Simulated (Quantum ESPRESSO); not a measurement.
Parts of the isotropic shielding in SrCl2, by PBE GIPAW (a modified build of Quantum ESPRESSO, JTH PAW datasets), 25 Ha, k-mesh 4×4×4 shifted:

```yaml
crystal:
  lattice:
    - [0.00000, 3.49974, 3.49974]
    - [3.49974, 0.00000, 3.49974]
    - [3.49974, 3.49974, 0.00000]
  atoms:
    - { symbol: Sr, position: [0.00000, 0.00000, 0.00000] }
    - { symbol: Cl, position: [0.75000, 0.75000, 0.75000] }
    - { symbol: Cl, position: [0.25000, 0.25000, 0.25000] }
```
Geometry: a computed entry of the Materials Project; it was not checked against measured cells. It is SrCl2 in Fm-3m; whether this form has been observed was not checked. Stability against distortions was not tested.

The core term is that of the free atom's frozen core; the paramagnetic column sums the reconstruction terms. These are absolute shieldings with no macroscopic susceptibility term; δ = σ_ref − σ needs a reference computed alike. In our sweeps, cutoffs and meshes of this size left a few ppm, and up to some 20 ppm on atoms from Zn on. No spin–orbit coupling; Sr is the heaviest element present. No d partial waves on Cl: the paramagnetic term there is incompletely reconstructed. The structure is static (0 K, no zero-point motion).

| site | core | bare (smooth current) | diamagnetic correction | paramagnetic corrections | σ_iso (ppm) |
|---|---|---|---|---|---|
| Sr (atom 1) | 3441.1 | 98.8 | -5.9 | ___ | ___ |
| Cl (atoms 2, 3) | 1050.8 | 68.7 | -12.1 | ___ | ___ |

Question: Complete the blanks.

Answer: 
- Sr (atom 1), paramagnetic corrections: -594.6
- Sr (atom 1), σ_iso (ppm): 2939.4
- Cl (atoms 2, 3), paramagnetic corrections: -366.4
- Cl (atoms 2, 3), σ_iso (ppm): 741.0
